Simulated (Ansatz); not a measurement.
**From the elastic tensor of HfTa2N4 to moduli and sound speeds**

Theory: DFT PBE, scalar-relativistic, plane waves, PAW (Ansatz). Plane waves to 420 eV; Γ-centred k mesh 6×6×6; Gaussian smearing of 0.10 eV. No spin polarisation.

Space group Fd-3m (No. 227), cubic, a = 8.892 Å. Hf is surrounded by 4 N at 2.06 Å and 12 Ta at 3.69 Å; Ta has 6 N at 2.15 Å, 6 Ta at 3.14 Å and 6 Hf at 3.69 Å; N is surrounded by 1 Hf at 2.06 Å and 3 Ta at 2.15 Å.

The cell was found from a proposed guess, not taken from experiment. In a metal, frequencies and elastic constants depend on the k mesh and the smearing, soft modes and shear constants most. Spin–orbit coupling is left out, which matters for heavy elements.

Relaxed-ion constants (GPa, on the Cartesian axes of the calculation):
```
335.6 206.9 206.9   0.0   0.0   0.0
206.9 335.6 206.9   0.0   0.0   0.0
206.9 206.9 335.6   0.0   0.0   0.0
  0.0   0.0   0.0  96.6   0.0   0.0
  0.0   0.0   0.0   0.0  96.6   0.0
  0.0   0.0   0.0   0.0   0.0  96.6
```

Density 11.269 g/cm³; 14 atoms in 175.77 Å³.

With S = C⁻¹: B_V = (C11+C22+C33+2(C12+C13+C23))/9, G_V = (C11+C22+C33−C12−C13−C23+3(C44+C55+C66))/15, 1/B_R = S11+S22+S33+2(S12+S13+S23), 15/G_R = 4(S11+S22+S33−S12−S13−S23)+3(S44+S55+S66); Hill is their mean. Then v_l = √((B+4G/3)/ρ), v_t = √(G/ρ), v_m = [(2/v_t³+1/v_l³)/3]^(−1/3) and Θ = (ħ/k_B)·v_m·(6π²n/V)^(1/3) for n atoms in the volume V; E = 9BG/(3B+G), ν = (3B−2G)/(2(3B+G)) and A^U = 5G_V/G_R + B_V/B_R − 6.

| Property | Result |
| --- | --- |
| Bulk modulus, Voigt / Reuss / Hill | 249.8 / 249.8 / 249.8 GPa |
| Shear modulus, Voigt / Reuss / Hill | 83.7 / 80.5 / 82.1 GPa |
| Young's modulus | 222 GPa |
| Poisson ratio | 0.352 |
| Pugh ratio B/G | 3.04 (over 1.75, the rule of thumb for ductile) |
| Universal anisotropy index | 0.20 |
| Longitudinal and transverse sound speeds | 5646 and 2699 m/s |
| Debye temperature from the mean sound speed | 389 K |
